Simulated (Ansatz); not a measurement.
Total density of states per atom from plane-wave PAW r²SCAN (Ansatz code), in 0.25 eV bins, energy from the valence-band maximum:

```
E (eV) | states/eV/atom
    -7.89 |  0.00
    -7.64 |  0.00
    -7.39 |  0.00
    -7.14 |  0.00
    -6.89 |  0.00
    -6.64 |  0.00
    -6.39 |  0.00
    -6.14 |  0.00
    -5.89 |  0.00
    -5.64 |  0.00
    -5.39 |  0.07
    -5.14 | #### 0.54
    -4.89 | ######### 1.30
    -4.64 | ####### 1.04
    -4.39 | ### 0.49
    -4.14 | ## 0.36
    -3.89 | ## 0.31
    -3.64 | ############ 1.79
    -3.39 | ################# 2.50
    -3.14 | ########### 1.69
    -2.89 | ############ 1.75
    -2.64 | ######## 1.20
    -2.39 | ############################## 4.47
    -2.14 | ####### 1.01
    -1.89 | ############## 2.07
    -1.64 | ################# 2.51
    -1.39 | ###### 0.89
    -1.14 | ## 0.36
    -0.89 | ### 0.51
    -0.64 | ###### 0.92
    -0.39 | ####### 1.11
    -0.14 | # 0.10
     0.11 |  0.00
     0.36 |  0.00
     0.61 |  0.00
     0.86 |  0.00
     1.11 |  0.00
     1.36 | # 0.09
     1.61 | ##### 0.72
     1.86 | ########## 1.44
     2.11 | ######## 1.18
     2.36 | ###### 0.90
     2.61 | ##### 0.67
     2.86 |  0.00
     3.11 |  0.00
     3.36 |  0.01
     3.61 |  0.03
     3.86 | # 0.10
     4.11 | ## 0.32
     4.36 | ### 0.44
     4.61 | #### 0.59
     4.86 | ###### 0.88
     5.11 | #### 0.66
     5.36 | ### 0.51
     5.61 | #### 0.57
     5.86 | ### 0.49
     6.11 | ##### 0.80
```

Problem. Which compound is it?
(A) TaCu3Te4, P-43m (Ta on 1a, Cu on 3d, Te on 4e)
(B) Al2Cu, I4/mcm (Al on 8h, Cu on 4a)
(C) La2CuSi3, P-6m2 (Pearson symbol hP6)
(D) Ta2N, anti-CdI2 type

Solution. A, TaCu3Te4, P-43m (Ta on 1a, Cu on 3d, Te on 4e). Top 1 eV of the valence band: Te 5p 52 %, Cu 3d 33 %, Ta 5d 10 %. Bottom 1 eV of the conduction band: Ta 5d 48 %, Te 5p 33 %, Cu 3d 5 %, outside the projected shells 10 %. Projections are on Löwdin-orthogonalised atomic valence shells; empty p or d shells of many metals are not among them.

The first step of the workflow began from a Materials Project structure, measured or hypothetical; the Crystallography Open Database copy checked does not list it. Whether it is the stable phase at ambient conditions was not checked. The r²SCAN relaxation kept the symmetry of its start; whether a distortion lowers the energy is not shown. No spin polarisation was allowed. Scalar-relativistic: spin–orbit coupling is off unless named, which matters more the heavier the elements.

Potentials: the later of the program's two PAW sets.
